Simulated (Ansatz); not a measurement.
Relaxed-ion elastic tensor of B4C in space group R-3m (No. 166; B on 18h, B on 18h, C on 6c, C on 3b) in GPa (Voigt order), plane-wave PAW PBEsol (Ansatz code); density 2.51 g/cm³, 7.32 Å³ per atom.

```csv
,1,2,3,4,5,6
1,504,126,79.2,20.3,0.0,0.0
2,126,504,79.2,-20.3,0.0,0.0
3,79.2,79.2,525,0.0,0.0,0.0
4,20.3,-20.3,0.0,139,0.0,0.0
5,0.0,0.0,0.0,0.0,139,20.3
6,0.0,0.0,0.0,0.0,20.3,189
```

Task: Is the crystal mechanically stable?

Result: Yes: the smallest eigenvalue of C is 132 GPa.

Task: Work out the Voigt, Reuss and Hill averages.

Result: K_V = 233, K_R = 233, K_H = 233; G_V = 177, G_R = 168, G_H = 172 GPa.

Task: Give Young's modulus, Poisson's ratio, Pugh's ratio and the universal anisotropy index.

Result: E = 9KG/(3K + G) = 415 GPa; ν = 0.20; K/G = 1.35 (brittle by the Pugh limit of 1.75); A_U = 5G_V/G_R + K_V/K_R − 6 = 0.26.

Task: Estimate the sound speeds and the Debye temperature.

Result: v_l = √((K + 4G/3)/ρ) = 13600 m/s, v_t = √(G/ρ) = 8290 m/s, mean 9160 m/s; Θ = (h/k)(3n/4πV)^(1/3) v_m = 1400 K.

Task: How much does each axis shrink under pressure?

Result: Linear compressibilities β_i = Σ_j S_ij (j = 1 to 3): x 1.4, y 1.4, z 1.5 per TPa.

The first step of the workflow began from a Materials Project structure, measured or hypothetical; the Crystallography Open Database copy checked does not list it. Whether it is the stable phase at ambient conditions was not checked. The cell was relaxed with PBEsol under the symmetry of its start; phonons on a q-mesh show no instability.

Potentials: the earlier of the program's two PAW sets.
